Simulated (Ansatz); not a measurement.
Ti in space group P6/mmm (No. 191; Ti on 1a, Ti on 2d) under volume change, DFT-PBEsol in the program Ansatz with PAW potentials, shape and atoms relaxed at each volume.

```json
[
 {"V (Å³/atom)": "14.984", "E − E(relaxed) (meV/atom)": "?", "P (GPa)": "?"},
 {"V (Å³/atom)": "15.478", "E − E(relaxed) (meV/atom)": "24.4", "P (GPa)": "8.27"},
 {"V (Å³/atom)": "15.972", "E − E(relaxed) (meV/atom)": "5.8", "P (GPa)": "3.85"},
 {"V (Å³/atom)": "16.466", "E − E(relaxed) (meV/atom)": "0.0", "P (GPa)": "0.00"},
 {"V (Å³/atom)": "16.960", "E − E(relaxed) (meV/atom)": "5.3", "P (GPa)": "-3.37"},
 {"V (Å³/atom)": "17.454", "E − E(relaxed) (meV/atom)": "?", "P (GPa)": "?"},
 {"V (Å³/atom)": "17.947", "E − E(relaxed) (meV/atom)": "43.8", "P (GPa)": "-8.87"}
]
```

Question: Some entries are withheld; supply them.

Answer: 
- 17.454, E − E(relaxed) (meV/atom): 20.3
- 17.454, P (GPa): -6.31
- 14.984, E − E(relaxed) (meV/atom): 57.5
- 14.984, P (GPa): 13.33

Question: What does a third-order Birch–Murnaghan fit give for V₀, B₀ and B′?

Answer: V₀ = 16.47 Å³/atom, B₀ = 120 GPa, B′ = 3.5.

This is a known high-pressure phase of the composition, computed here at zero pressure and temperature. Symmetry was held in the PBEsol relaxation; of distortions, only those at the zone centre were tested. No spin polarisation was allowed.

Potentials: the earlier of the program's two PAW sets.
